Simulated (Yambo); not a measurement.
# Convergence of the G0W0 gap of CuI

G0W0@PBEsol for CuI (wurtzite, space group P6_3mc, No. 186) in Yambo. Reference settings: 3×3×2 Γ-centred k mesh, bands 9 to 206 and a 8 Ry block in the screening, 206 bands in G with the Bruneval-Gonze terminator, plasmon pole fitted at 27.2 eV. The PBEsol gap Γ → Γ on this mesh is 1.20 eV; G0W0 gaps are taken between the same points.

```json
[
 {"change from the reference": "reference settings", "G0W0 gap Γ → Γ (eV)": "2.15", "shift of the valence edge (eV)": "-0.60", "rough Yambo cost": "1"},
 {"change from the reference": "79 bands in W, 79 bands in G", "G0W0 gap Γ → Γ (eV)": "2.32", "shift of the valence edge (eV)": "-0.47", "rough Yambo cost": "about 1/2"},
 {"change from the reference": "134 bands in W, 134 bands in G", "G0W0 gap Γ → Γ (eV)": "2.20", "shift of the valence edge (eV)": "-0.55", "rough Yambo cost": "within a factor of two"},
 {"change from the reference": "79 bands in G", "G0W0 gap Γ → Γ (eV)": "2.22", "shift of the valence edge (eV)": "-0.61", "rough Yambo cost": "–"},
 {"change from the reference": "134 bands in G", "G0W0 gap Γ → Γ (eV)": "2.17", "shift of the valence edge (eV)": "-0.61", "rough Yambo cost": "–"},
 {"change from the reference": "98 bands in W", "G0W0 gap Γ → Γ (eV)": "2.23", "shift of the valence edge (eV)": "-0.51", "rough Yambo cost": "within a factor of two"},
 {"change from the reference": "2 Ry block", "G0W0 gap Γ → Γ (eV)": "2.82", "shift of the valence edge (eV)": "-1.08", "rough Yambo cost": "within a factor of two"},
 {"change from the reference": "3 Ry block", "G0W0 gap Γ → Γ (eV)": "2.47", "shift of the valence edge (eV)": "-0.82", "rough Yambo cost": "within a factor of two"},
 {"change from the reference": "7 Ry block", "G0W0 gap Γ → Γ (eV)": "2.16", "shift of the valence edge (eV)": "-0.60", "rough Yambo cost": "within a factor of two"},
 {"change from the reference": "pole fitted at 15 eV", "G0W0 gap Γ → Γ (eV)": "2.18", "shift of the valence edge (eV)": "-0.54", "rough Yambo cost": "–"},
 {"change from the reference": "no random integration", "G0W0 gap Γ → Γ (eV)": "2.11", "shift of the valence edge (eV)": "-0.41", "rough Yambo cost": "–"},
 {"change from the reference": "3×3×1 mesh", "G0W0 gap Γ → Γ (eV)": "2.07", "shift of the valence edge (eV)": "-0.54", "rough Yambo cost": "about 1/2"},
 {"change from the reference": "79 bands in G, no terminator", "G0W0 gap Γ → Γ (eV)": "2.13", "shift of the valence edge (eV)": "-0.16", "rough Yambo cost": "–"},
 {"change from the reference": "134 bands in G, no terminator", "G0W0 gap Γ → Γ (eV)": "2.06", "shift of the valence edge (eV)": "-0.34", "rough Yambo cost": "–"},
 {"change from the reference": "no terminator", "G0W0 gap Γ → Γ (eV)": "2.06", "shift of the valence edge (eV)": "-0.44", "rough Yambo cost": "–"}
]
```

The reference isn't shown to be the converged limit. Costs are rough (shared machines), scaled to the same edge states, and given only for runs that recompute the screening.

Without spin-orbit coupling, band edges of such heavy elements can be off by tenths of an eV. The filled Cu 3d shell has no Hubbard U; semilocal functionals place it too high.

Geometry relaxed with PBEsol; primitive cell a = b = 4.182 Å, c = 6.898 Å, α = β = 90.00°, γ = 120.00°.

This is not the ordinary phase of the substance.

A shift is the quasiparticle energy of the state minus its PBEsol energy.
